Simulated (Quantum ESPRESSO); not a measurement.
# Planted mistakes on one cell of Ga2YF3O3

The results below are calculated, not measured. They come from pw.x of Quantum ESPRESSO 7.5, a plane-wave density functional program, with PseudoDojo standard norm-conserving files (v0.5 for PBE, v0.4.1 for LDA and PBEsol). The cells are made up: elements, strain and atom displacements were drawn at random, and nothing was relaxed. There is no spin polarisation, spin-orbit coupling or dispersion term.

The cell has 10 sites of a corundum lattice. Sites 1 to 4 hold Ga Y empty Ga; sites 5 to 10 hold F F O O O F. Cell vectors in Å: (2.584, 1.492, 4.640); (-2.584, 1.492, 4.640); (0.000, -2.983, 4.640). Settings: PBE, cutoff 1143 eV, 5 x 5 x 5 k mesh shifted by half a step, Fermi-Dirac smearing of 0.025 eV.

The intended run has a self-consistency threshold of 1e-07 eV, a smearing term of 0.000 eV, a pressure of 13.53 GPa and 12 iterations. Each further run changes one thing: all lengths scaled by 0.9892; atoms of sites 5 and 9 exchanged; cutoff 647 eV; files of PBEsol; one electron removed; smearing 0.54 eV; threshold 0.08 eV. A coarse mesh keeps the shift, and a charged cell sits in a uniform background.

| run | change of free energy (eV) | smearing term -TS (eV) | change of P (GPa) | largest change of a force component (eV/Å) | iterations |
| --- | --- | --- | --- | --- | --- |
| A | 0.564 | 0.000 | 0.20 | 3.286 | 13 |
| B | 0.049 | 0.000 | 2.24 | 0.161 | 5 |
| C | 27.411 | 0.000 | -225.15 | 0.393 | 12 |
| D | -7.260 | -0.021 | -21.48 | 0.713 | 13 |
| E | 18.694 | 0.000 | -5.54 | 0.184 | 12 |
| F | -0.199 | -0.731 | 1.64 | 0.162 | 12 |
| G | 0.356 | 0.000 | 6.17 | 0.417 | 12 |

A rerun of the intended cell at 1437 eV and k mesh 7 x 7 x 7 moved values by no more than 0.003 eV in the cell's energy, 0.02 GPa in stress and 0.002 eV/Å in force.

Question: which change belongs to which run?

## Worked reading

Run B has the fewest iterations, as a run stopped early does. Run F has the largest smearing term, as wide smearing gives. Run C has a higher energy and the largest fall in pressure, as too small a basis gives. Run G changes the volume by a factor of 0.9679; minus its pressure change over the logarithm of that factor, 189 GPa, is a rough bulk modulus with clamped atoms. Energies from files of another functional, or of a charged cell, have another zero and say nothing on stability; the pressure of a charged cell rests on the program's zero of potential too.

## Key

```
run                            change
  A  atoms of sites 5 and 9 exchanged
  B                 threshold 0.08 eV
  C                     cutoff 647 eV
  D              one electron removed
  E                   files of PBEsol
  F                  smearing 0.54 eV
  G      all lengths scaled by 0.9892
```